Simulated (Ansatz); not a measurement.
PbO2 (rutile), relaxed with HSE06 (Ansatz, a quantum-chemistry and plane-wave program, plane waves, PAW): a = b = 4.976 Å, c = 3.359 Å, α = β = γ = 90.00°.

| Quantity | Value |
|---|---|
| gap (eV) | 0.28 |
| B₀ by P(V) fit (GPa) | 142 |

Task: The same phase is relaxed and computed with LDA in the same code. What are the cell and these values now?

Result: a = 4.9365 Å, b = 4.9365 Å, c = 3.3890 Å, α = 90.00°, β = 90.00°, γ = 90.00°.

gap (eV): none
B₀ by P(V) fit (GPa): 138

All cells were relaxed under the symmetry of their starts (and spin orders); stability against distortions was not tested throughout. Spin–orbit coupling is left out wherever it is not named.

Potentials: the later of the program's two PAW sets.

Ansatz is a plane-wave DFT program.
